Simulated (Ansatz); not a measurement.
LaGa$_{2}$ (space group P6/mmm)

```yaml
crystal:
  lattice:
    - [4.29515, 0.00000, 0.00000]
    - [-2.14758, 3.71971, 0.00000]
    - [0.00000, 0.00000, 4.49178]
  atoms:
    - { symbol: La, position: [0.00000, 0.00000, 0.00000] }
    - { symbol: Ga, position: [0.33333, 0.66667, 0.50000] }
    - { symbol: Ga, position: [0.66667, 0.33333, 0.50000] }
```

This relaxed cell (volume V₀) is scaled evenly in all directions, its shape held. Symmetry pins the atoms to their sites.

Level of theory: r2SCAN (plane waves to 500 eV, PAW, scalar-relativistic; Ansatz, an electronic-structure program). k mesh 13×13×10 (Γ-centred), Fermi-Dirac smearing 0.05 eV. The energy includes the smearing's −TS. Compression counts positive. With the shape held, the modulus is that of even scaling; a crystal free to change shape is softer. LaGa2 is run without spin polarisation. LaGa2 was relaxed with its symmetry unable to fall. The zero of ΔE is the relaxed starting cell. The last digit holds for this mesh only.

| V (Å³/atom) | ΔE (meV/atom) |
|---|---|
| 20.094 | 191.5 |
| 20.859 | 115.2 |
| 21.625 | 60.9 |
| 22.390 | 25.5 |
| 23.156 | 6.0 |
| 23.921 | 0.0 |
| 24.687 | 5.3 |
| 25.452 | 20.2 |
| 26.218 | withheld |
| 26.983 | 72.6 |
| 27.749 | 107.7 |

Q: Fit a third-order Birch-Murnaghan form (E₀, V₀, B₀, B₀′ free) to the given rows and predict ΔE at V = 26.218.

A: Least squares on the 10 given rows: ΔE = E₀ + (9V₀B₀/16)·y²·[2 + (B₀′ − 4)y], y = (V₀/V)^(2/3) − 1, with V₀ = 23.928 Å³/atom, B₀ = 73.49 GPa (160.2 GPa = 1 eV/Å³; the term in eV is multiplied by 1000), B₀′ = 4.29, E₀ = 0.09 meV/atom; root-mean-square residual 0.12 meV/atom. At 26.218 the fit gives 42.9 meV/atom; the calculation gives 43.0 meV/atom, so the interpolation is off by -0.1 (-0.2 %). For the pressure the fit gives -5.5 GPa against the computed -5.5 GPa.

(Under strain, the slope of the energy per volume gives the stress and its curvature an elastic modulus.)
